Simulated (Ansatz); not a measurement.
According to r²SCAN in the plane-wave PAW code Ansatz, W in the trigonal phase (R-3m; Pearson symbol hR13) relaxes to a = 5.153 Å, c = 27.935 Å.

Electronic character: metallic (no gap).

The bulk modulus is 290 GPa.

The start of the workflow was typed in or built on a structure type; neither database checked (COD, Materials Project) lists it. It is not the phase usual at ambient conditions (space group No. 229). The r²SCAN relaxation kept the symmetry of its start; whether a distortion lowers the energy is not shown. No spin polarisation was allowed. Axis ratios of metals converge slowly with the k-mesh, so a and c are less sure than the volume. Spin–orbit coupling is left out wherever it is not named.

Potentials: the later of the program's two PAW sets.
